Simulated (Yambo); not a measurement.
G0W0@PBEsol for HgO (space group P3_221, No. 154) in Yambo. Reference settings: 3×3×1 Γ-centred k mesh, bands 25 to 352 and a 7 Ry block in the screening, 352 bands in G with the Bruneval-Gonze terminator, plasmon pole fitted at 27.2 eV. The PBEsol gap Γ → Γ on this mesh is 1.50 eV; G0W0 gaps are taken between the same points.

The settings were changed. The gap went from 2.58 eV to 2.62 eV, and the shift of the valence edge from -0.31 eV to -0.10 eV.

Q: Name the change that produced these shifts.
A) no terminator
B) 242 bands in G
C) 242 bands in W, 242 bands in G
D) 186 bands in W

A: A, no terminator. The others gave (gap, valence shift): 242 bands in W, 242 bands in G: 2.59, -0.25 eV; 242 bands in G: 2.58, -0.30 eV; 186 bands in W: 2.60, -0.21 eV.

Spin-orbit coupling is included.

Geometry relaxed with PBE+D3(BJ); primitive cell a = b = 3.654 Å, c = 8.835 Å, α = β = 90.00°, γ = 120.00°.

The structure is a Materials Project entry; no match was found in the copy of COD used, and its stability was not checked.

A shift is the quasiparticle energy of the state minus its PBEsol energy.
